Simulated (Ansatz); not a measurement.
The relaxed structure here is a generated cell of ScIr: the first start was made by placing the elements on the sites of a structure type, and the end was not matched to a known phase here, so it may be hypothetical.

One stationary structure of ScIr. Space group P2₁3 (No. 198), AFLOW prototype AB_cP8_198_a_a (B20, as in FeSi). Computed with PBEsol (plane waves to 420 eV, PAW, scalar-relativistic; Ansatz, a first-principles code).

```xyz
8
Lattice="5.1240 0.0000 0.0000 0.0000 5.1240 0.0000 0.0000 0.0000 5.1240" Properties=species:S:1:pos:R:3 pbc="T T T"
Sc     0.8103     0.8103     0.8103
Sc     3.3723     1.7518     4.3138
Sc     4.3138     3.3723     1.7518
Sc     1.7518     4.3138     3.3723
Ir     4.3335     4.3335     4.3335
Ir     1.7715     3.3525     0.7905
Ir     0.7905     1.7715     3.3525
Ir     3.3525     0.7905     1.7715
```

What band gap does PBEsol give?

No gap on the sampled points, where the bands overlap only slightly; such a result is sensitive to mesh and level.

No spin polarisation in the result. Spin-orbit coupling is missing; with elements this heavy it can move band edges by tenths of an eV or more.

The run could not lose the symmetry of its start, so the end can be a saddle point.
